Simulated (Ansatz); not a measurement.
Surface calculation: fcc Pd (111), 4 layers

The slab is cut from the fcc crystal, the stable phase, as relaxed on PAW files (15.35 Å³/atom), with 16 Å of vacuum and a dipole correction:

```yaml
crystal:
  lattice:
    - [2.78969, 0.00000, 0.00000]
    - [-1.39484, 2.41594, 0.00000]
    - [0.00000, 0.00000, 22.83330]
  atoms:
    - { symbol: Pd, position: [0.00000, 0.00000, 0.35037] }
    - { symbol: Pd, position: [0.33333, 0.66667, 0.45012] }
    - { symbol: Pd, position: [0.66667, 0.33333, 0.54988] }
    - { symbol: Pd, position: [0.00000, 0.00000, 0.64963] }
```

Level of theory: DFT with PBE, scalar-relativistic, in Ansatz 0.2.0; a Γ-centred 17×17×1 k mesh, Fermi–Dirac smearing of 0.08 eV, no spin polarisation. LAPW: all electrons, basis error target 1 meV/atom; PAW: frozen-core files, cutoff 420 eV.

The bulk energy comes from a cell in the slab's orientation on a 17×17×6 mesh. The surface energy is (E(slab) − N·E(bulk))/2A at zero smearing, the mean of both faces; thin slabs carry quantum-size effects.

As cut, the LAPW slab lies 1.132 eV above 4 atoms of bulk. What surface energy is that?

Over two faces of 6.74 Å² it is 84.0 meV/Å², and times 16.02 J/m² per eV/Å² that gives γ = 1.345 J/m².

What do relaxation and the other method give, and what work function comes out?



| method | γ as cut (J/m²) | γ relaxed (J/m²) | Φ as cut (eV) | Φ relaxed (eV) |
| --- | --- | --- | --- | --- |
| LAPW | 1.345 | 1.344 | 5.23 | 5.23 |
| PAW | 1.343 | 1.342 | 5.23 | 5.23 |

How do the spacings between the planes relax?

From the bottom face up: d12 +0.2 % of 2.278 Å, d23 -0.8 % of 2.278 Å, d34 +0.2 % of 2.278 Å.

What changes if the vacuum is set to 7 Å?

LAPW then gives: no gap, work function 5.25 eV; PAW: no gap, work function 5.06 (top) and 5.11 (bottom) eV. The program warns that the vacuum is too thin.
